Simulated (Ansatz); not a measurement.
Here is the system:

BW2:
```
CELL_PARAMETERS angstrom
     -2.75190     2.75190     2.36253
      2.75190    -2.75190     2.36253
      2.75190     2.75190    -2.36253
ATOMIC_POSITIONS crystal
  B  0.25000 0.25000 0.00000
  B  0.75000 0.75000 0.00000
  W  0.66994 0.83006 0.50000
  W  0.33006 0.16994 0.50000
  W  0.83006 0.33006 0.16013
  W  0.16994 0.66994 0.83987
```

This is the LDA-relaxed structure.

Task: All from plane-wave PAW LDA (Ansatz code), unless another level is named. Give the electronic character.

Result: metallic (no gap).

Task: Next, the density of states at the Fermi level?

Result: 0.61 states/eV per atom (mean over ±0.08 eV).

Task: Next, the formation energy from the elements (no fitted shifts)?

Result: -293 meV/atom.

Space group I4/mcm. The first step of the workflow began from a Materials Project structure, measured or hypothetical; the Crystallography Open Database files this formula in space group No. 140, but the cells were not matched. Whether it is the stable phase at ambient conditions was not checked. The cell was relaxed with LDA under the symmetry of its start. At this level the phase is dynamically unstable (imaginary phonons). The run is not spin-polarised. The references are the lowest solids computed at this level, not always the standard phases. Scalar-relativistic: spin–orbit coupling is off unless named, which matters more the heavier the elements.

Potentials: the later of the program's two PAW sets.
